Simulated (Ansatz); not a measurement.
Recipe of this trial structure of MgSi6C6: 3-connected net, two elements spread over the vertices, guests in its cages (P1, No. 1) (guest Mg). Its size is a rough estimate.

```
Mg Si C
1.0
     5.05616    0.00000    0.00000
    -1.57560    4.80440    0.00000
     0.00000    0.00000    7.69687
Mg Si C
1 6 6
Direct
  0.33330 0.33330 0.75000
  0.65723 0.08201 0.55334
  0.65723 0.08201 0.94666
  0.34277 0.91799 0.44666
  0.91799 0.34277 0.05334
  0.73302 0.94690 0.75000
  0.26698 0.05310 0.25000
  0.34277 0.91799 0.05334
  0.91799 0.34277 0.44666
  0.08201 0.65723 0.94666
  0.08201 0.65723 0.55334
  0.94690 0.73302 0.75000
  0.05310 0.26698 0.25000
```

Computed with Ansatz 0.2.0, DFT PBE, scalar-relativistic, plane waves, PAW. Cutoff 420 eV, Gaussian smearing, Γ-centred meshes. Cell and atoms relax first on a coarse mesh and then on a converged one. In between, the cell is made exact in the group found at 0.06 Å. The steps can't lower the symmetry of their start. No spin polarisation in the relaxation; trial moments died out in a coarse test.

A guess keeps its type if space group and coordination stay and the shape of the cell changes little (axis ratios within about 15 %, angles within 6°); the volume may change.

Question: Does this structure survive the relaxation?

Answer: It doesn't keep its type. The symmetry stays P1 (No. 1). The volume per atom grows by 12.7 %, from 14.4 to 16.2 Å³. The shortest distance goes from 1.75 Å (Si–C, C–C and Si–Si) to 1.36 Å (C–C). Counting neighbours within 15 % of an atom's shortest distance, the start has C 3, Mg 14, Si 3 and the end C 1/2, Mg 1, Si 1/2. In detail, at the end Mg is surrounded by 1 C at 2.27 Å, 3 Si at 2.64–2.79 Å, 1 C at 2.77 Å and 1 C at 2.91 Å; Si on its first site is surrounded by 1 C at 1.88 Å and 3 Si at 2.31–2.34 Å; around C on its first site lie 1 C at 1.47 Å, 2 Si at 1.83–1.91 Å and 1 Mg at 2.27 Å; 10 more sites not described.

```cif
data_structure
_symmetry_space_group_name_H-M 'P1'
_symmetry_Int_Tables_number 1
_cell_length_a 5.5235
_cell_length_b 5.9737
_cell_length_c 7.1025
_cell_angle_alpha 82.526
_cell_angle_beta 87.699
_cell_angle_gamma 65.039
_cell_volume 210.63
loop_
_atom_site_label
_atom_site_type_symbol
_atom_site_symmetry_multiplicity
_atom_site_Wyckoff_symbol
_atom_site_fract_x
_atom_site_fract_y
_atom_site_fract_z
_atom_site_occupancy
Mg1 Mg 1 a 0.71914 0.29238 0.79128 1
Si1 Si 1 a 0.91610 0.69992 0.58669 1
Si2 Si 1 a 0.93124 0.62522 0.91896 1
Si3 Si 1 a 0.05179 0.30763 0.49464 1
Si4 Si 1 a 0.59813 0.95812 0.04515 1
Si5 Si 1 a 0.27393 0.70622 0.74821 1
Si6 Si 1 a 0.90882 0.19535 0.23285 1
C1 C 1 a 0.02436 0.28103 0.00146 1
C2 C 1 a 0.62993 0.97642 0.46200 1
C3 C 1 a 0.27049 0.10561 0.92196 1
C4 C 1 a 0.40012 0.09062 0.55607 1
C5 C 1 a 0.25891 0.04129 0.72580 1
C6 C 1 a 0.68374 0.05348 0.26493 1
```

The last run used an 8×8×6 mesh (in the run's order of axes) for its 13-atom cell and Gaussian smearing of 0.10 eV.

In counts of neighbours, a slash parts the counts of unlike sites.
